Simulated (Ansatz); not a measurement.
# Relaxing a structure of Si2Mo

The start is a relaxed Si2Mo cell displaced along its unstable phonon at q = Γ (41i cm⁻¹), largest move 0.15 Å. The structure is fully relaxed (lattice and positions, P = 0) with PBEsol (plane waves to 420 eV, PAW, scalar-relativistic; Ansatz, a program for electronic structure). First-step values are on the input's coarse k-mesh.

Ansatz input (later rounds restart from its end on a renewed k-mesh):
Ansatz 0.2 input:
```yaml
crystal:
  lattice:
    - [1.9768099085, -6.3285511568, 0]
    - [1.9768099085, 6.3285511568, 0]
    - [0, 0, 3.2635440582]
  atoms:
    - { symbol: Si, position: [0.9638754792, 0.1063631196, 0.75] }
    - { symbol: Si, position: [0.0361245208, 0.8936368804, 0.25] }
    - { symbol: Si, position: [0.2312191013, 0.7536527013, 0.75] }
    - { symbol: Si, position: [0.7687808987, 0.2463472987, 0.25] }
    - { symbol: Mo, position: [0.5680719174, 0.3560482524, 0.75] }
    - { symbol: Mo, position: [0.4319280826, 0.6439517476, 0.25] }
basis: { ecutwfc: 420, ecutrho_ratio: 4, xc_grid: 2, fft_grid_basis: typed }
kpoints: { mp_grid: { grid: [9, 9, 10] } }
hamiltonian:
  xc: pbesol
  dispersion: none
  pseudopotentials: { azcp: { folder: ./paw }, kind: paw }
scf: { occupations: { method: fermi_dirac, width: 0.05 } }
relax: { f_tol: 0.01, max_steps: 100, cell: { stress_tol: 0.02 } }
output: { forces: true, stress: true }
```

Problem. Is the parent structure recovered?

Solution. It does not go back: it reaches P2₁/m (No. 11), 0.04 eV/atom below the parent.

Problem. Is the relaxed structure metallic? Give its gap.

Solution. Zero (metallic).

Problem. Write out the relaxed structure.

Solution. 
Space group P2₁/m (No. 11); a = 4.0751 Å, b = 3.1754 Å, c = 6.4956 Å, α = γ = 90.00°, β = 102.41°

| atom | site | symmetry | x | y | z |
|---|---|---|---|---|---|
| Si | 2e | m | 0.1308 | 0.2500 | 0.1384 |
| Si | 2e | m | 0.2420 | 0.7500 | 0.4712 |
| Mo | 2e | m | 0.3350 | 0.2500 | 0.7867 |

Final values are on a 12×15×8 k-mesh of the relaxed cell. No spin polarisation in the result.

The run could not lose the symmetry of its start: the end is stationary, and may be a saddle point rather than a minimum.

The relaxed structure here is a generated cell of Si2Mo: the first start was made by placing the elements on the sites of a structure type, and the end was not matched to a known phase here, so it may be hypothetical. Known forms of Si2Mo include space group No. 139.
